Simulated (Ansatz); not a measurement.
CdGaInO4, InGaZnO4 single slab-type layer, relaxed and computed with two functionals in Ansatz (plane waves, PAW).

```
functional  a (Å)  thickness (Å)
----------  -----  -------------
PBE         3.401           7.52
r²SCAN+D4       ?              ?
```

Q: Some entries are withheld; supply them.

A: 
- r²SCAN+D4, a (Å): 3.353
- r²SCAN+D4, thickness (Å): 7.39

All cells were relaxed under the symmetry of their starts (and spin orders); stability against distortions was not tested throughout. Scalar-relativistic: spin–orbit coupling is off unless named, which matters more the heavier the elements. Constructed layers (a layer type filled with these elements): CdGaInO4, InGaZnO4 single slab-type layer; CdGaInO4, InGaZnO4 single slab-type layer.

Potentials: the later of the program's two PAW sets.

Ansatz (a quantum-chemistry and plane-wave program) is a plane-wave DFT program.
